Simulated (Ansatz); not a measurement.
This is a relaxation of cell and atoms with the PAW code Ansatz on SiO2 on the sites of the rutile structure (relaxed group P4_2/mnm); the level of theory is PBEsol. The starting cell comes from a relaxation with PBE.

```yaml
crystal:
  lattice:
    - [4.236548798, 0.0, 0.0]
    - [0.0, 4.236548798, 0.0]
    - [0.0, 0.0, 2.6903537129]
  atoms:
    - { symbol: Si, position: [0.5, 0.5, 0.5] }
    - { symbol: Si, position: [0.0, 0.0, 0.0] }
    - { symbol: O, position: [0.1929995018, 0.8070004982, 0.5] }
    - { symbol: O, position: [0.8070004982, 0.1929995018, 0.5] }
    - { symbol: O, position: [0.3070004982, 0.3070004982, 0.0] }
    - { symbol: O, position: [0.6929995018, 0.6929995018, 0.0] }
kpoints:
  mp_grid: { grid: [6, 6, 8] }
hamiltonian:
  xc: pbesol
scf:
  occupations: { method: fermi_dirac, width: 0.02 }
relax:
  f_tol: 0.005
  cell: {}
```

The trajectory has 8 recorded frames, each with positions in Å and forces in eV/Å. The last, and any step after a large change of cell, is solved on a basis re-selected at its cell; pressure is positive in compression.

Step 1: energy 0.0 meV/atom from step 1, largest force component 0.020 eV/Å, pressure -6.59 GPa
```xyz
6
Lattice="4.2365 0.0000 0.0000 0.0000 4.2365 0.0000 0.0000 0.0000 2.6904" Properties=species:S:1:pos:R:3:forces:R:3 pbc="T T T"
Si    2.1183    2.1183    1.3452    0.0000    0.0000    0.0000
Si    0.0000    0.0000    0.0000    0.0000    0.0000    0.0000
O     0.8177    3.4189    1.3452   -0.0201    0.0201    0.0000
O     3.4189    0.8177    1.3452    0.0201   -0.0201    0.0000
O     1.3006    1.3006    0.0000    0.0201    0.0201    0.0000
O     2.9359    2.9359    0.0000   -0.0201   -0.0201    0.0000
```

Step 2: energy -3.1 meV/atom from step 1, largest force component 0.024 eV/Å, pressure -3.67 GPa
```xyz
6
Lattice="4.2201 0.0000 0.0000 0.0000 4.2201 0.0000 0.0000 0.0000 2.6844" Properties=species:S:1:pos:R:3:forces:R:3 pbc="T T T"
Si    2.1100    2.1100    1.3422    0.0000    0.0000    0.0000
Si    0.0000    0.0000    0.0000    0.0000    0.0000    0.0000
O     0.8149    3.4052    1.3422    0.0238   -0.0238    0.0000
O     3.4052    0.8149    1.3422   -0.0238    0.0238    0.0000
O     1.2951    1.2951    0.0000   -0.0238   -0.0238    0.0000
O     2.9250    2.9250    0.0000    0.0238    0.0238    0.0000
```

Step 3: energy -5.1 meV/atom from step 1, largest force component 0.029 eV/Å, pressure +0.24 GPa
```xyz
6
Lattice="4.1979 0.0000 0.0000 0.0000 4.1979 0.0000 0.0000 0.0000 2.6765" Properties=species:S:1:pos:R:3:forces:R:3 pbc="T T T"
Si    2.0990    2.0990    1.3383    0.0000    0.0000    0.0000
Si    0.0000    0.0000    0.0000    0.0000    0.0000    0.0000
O     0.8129    3.3850    1.3383    0.0292   -0.0292    0.0000
O     3.3850    0.8129    1.3383   -0.0292    0.0292    0.0000
O     1.2861    1.2861    0.0000   -0.0292   -0.0292    0.0000
O     2.9119    2.9119    0.0000    0.0292    0.0292    0.0000
```

Step 4: energy -5.2 meV/atom from step 1, largest force component 0.012 eV/Å, pressure +0.03 GPa
```xyz
6
Lattice="4.1973 0.0000 0.0000 0.0000 4.1973 0.0000 0.0000 0.0000 2.6774" Properties=species:S:1:pos:R:3:forces:R:3 pbc="T T T"
Si    2.0987    2.0987    1.3387    0.0000    0.0000    0.0000
Si    0.0000    0.0000    0.0000    0.0000    0.0000    0.0000
O     0.8141    3.3832    1.3387   -0.0116    0.0116    0.0000
O     3.3832    0.8141    1.3387    0.0116   -0.0116    0.0000
O     1.2845    1.2845    0.0000    0.0116    0.0116    0.0000
O     2.9128    2.9128    0.0000   -0.0116   -0.0116    0.0000
```

Step 5: energy -5.2 meV/atom from step 1, largest force component 0.000 eV/Å, pressure 0.00 GPa
```xyz
6
Lattice="4.1962 0.0000 0.0000 0.0000 4.1962 0.0000 0.0000 0.0000 2.6790" Properties=species:S:1:pos:R:3:forces:R:3 pbc="T T T"
Si    2.0981    2.0981    1.3395    0.0000    0.0000    0.0000
Si    0.0000    0.0000    0.0000    0.0000    0.0000    0.0000
O     0.8137    3.3826    1.3395    0.0001   -0.0001    0.0000
O     3.3826    0.8137    1.3395   -0.0001    0.0001    0.0000
O     1.2845    1.2845    0.0000   -0.0001   -0.0001    0.0000
O     2.9118    2.9118    0.0000    0.0001    0.0001    0.0000
```

Step 6: energy -4.0 meV/atom from step 1, largest force component 0.000 eV/Å, pressure -0.28 GPa
```xyz
6
Lattice="4.1962 0.0000 0.0000 0.0000 4.1962 0.0000 0.0000 0.0000 2.6790" Properties=species:S:1:pos:R:3:forces:R:3 pbc="T T T"
Si    2.0981    2.0981    1.3395    0.0000    0.0000    0.0000
Si    0.0000    0.0000    0.0000    0.0000    0.0000    0.0000
O     0.8137    3.3826    1.3395   -0.0002    0.0002    0.0000
O     3.3826    0.8137    1.3395    0.0002   -0.0002    0.0000
O     1.2845    1.2845    0.0000    0.0002    0.0002    0.0000
O     2.9118    2.9118    0.0000   -0.0002   -0.0002    0.0000
```

Step 7: energy -4.0 meV/atom from step 1, largest force component 0.000 eV/Å, pressure 0.00 GPa
```xyz
6
Lattice="4.1946 0.0000 0.0000 0.0000 4.1946 0.0000 0.0000 0.0000 2.6785" Properties=species:S:1:pos:R:3:forces:R:3 pbc="T T T"
Si    2.0973    2.0973    1.3392    0.0000    0.0000    0.0000
Si    0.0000    0.0000    0.0000    0.0000    0.0000    0.0000
O     0.8135    3.3811    1.3392    0.0000    0.0000    0.0000
O     3.3811    0.8135    1.3392    0.0000    0.0000    0.0000
O     1.2838    1.2838    0.0000    0.0000    0.0000    0.0000
O     2.9108    2.9108    0.0000    0.0000    0.0000    0.0000
```

Step 8: energy -4.0 meV/atom from step 1, largest force component 0.000 eV/Å, pressure -0.01 GPa
```xyz
6
Lattice="4.1946 0.0000 0.0000 0.0000 4.1946 0.0000 0.0000 0.0000 2.6785" Properties=species:S:1:pos:R:3:forces:R:3 pbc="T T T"
Si    2.0973    2.0973    1.3392    0.0000    0.0000    0.0000
Si    0.0000    0.0000    0.0000    0.0000    0.0000    0.0000
O     0.8135    3.3811    1.3392    0.0000    0.0000    0.0000
O     3.3811    0.8135    1.3392    0.0000    0.0000    0.0000
O     1.2838    1.2838    0.0000    0.0000    0.0000    0.0000
O     2.9108    2.9108    0.0000    0.0000    0.0000    0.0000
```

In 6 steps the volume changed by -2.4 %; between the first SCF and the last, each on a basis chosen for its cell, the energy fell by 4.0 meV an atom. Final cell: it is tetragonal, P4_2/mnm (No. 136); a = 4.195 Å, c = 2.678 Å in the conventional setting, 7.85 Å³ an atom. Around Si lie 6 O at 1.77–1.82 Å; around O lie 3 Si at 1.77–1.82 Å.

Command: `ansatz run input.yaml --threads 2 --pin off --max-ram 20275MiB --backend cpu --events-out ev --progress --plain --runs-dir out`. It took 6.7 s on 2 threads of AMD EPYC 7R13 Processor (Zen 3) (shared host), load about 3.3 per core; peak host memory 0.37 GiB.

Spin-unpolarised throughout; all numbers are computed.
